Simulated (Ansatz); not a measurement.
Given:

TaAl₃:
```cif
data_Al3Ta
_chemical_formula_sum 'Ta1 Al3'
_space_group_name_H-M_alt 'P 1'
_space_group_IT_number 1
_cell_length_a 5.00154
_cell_length_b 5.00154
_cell_length_c 5.00154
_cell_angle_alpha 135.398
_cell_angle_beta 135.398
_cell_angle_gamma 64.913
loop_
_space_group_symop_operation_xyz
  'x, y, z'
loop_
_atom_site_label
_atom_site_type_symbol
_atom_site_fract_x
_atom_site_fract_y
_atom_site_fract_z
_atom_site_occupancy
Ta1 Ta 0.00000 0.00000 0.00000 1
Al1 Al 0.50000 0.50000 0.00000 1
Al2 Al 0.75000 0.25000 0.50000 1
Al3 Al 0.25000 0.75000 0.50000 1
```

This is the LDA-relaxed structure.

**Question.** All from DFT-LDA in the program Ansatz with PAW potentials, unless another level is named. Predict the density of states at the Fermi level.

**Answer.** 0.16 states/eV per atom (mean over ±0.08 eV).

**Question.** Next, the formation energy from the elements (no fitted shifts)?

**Answer.** -32 kJ/mol of atoms.

Space group I4/mmm. The first step of the workflow began from a Materials Project structure, measured or hypothetical; the Crystallography Open Database files this formula in space group No. 139, but the cells were not matched. Whether it is the stable phase at ambient conditions was not checked. The cell was relaxed with LDA under the symmetry of its start; of distortions, only those at the zone centre were tested. The run is not spin-polarised. The references are the lowest solids computed at this level, not always the standard phases. Spin–orbit coupling is left out wherever it is not named.

Potentials: the later of the program's two PAW sets.
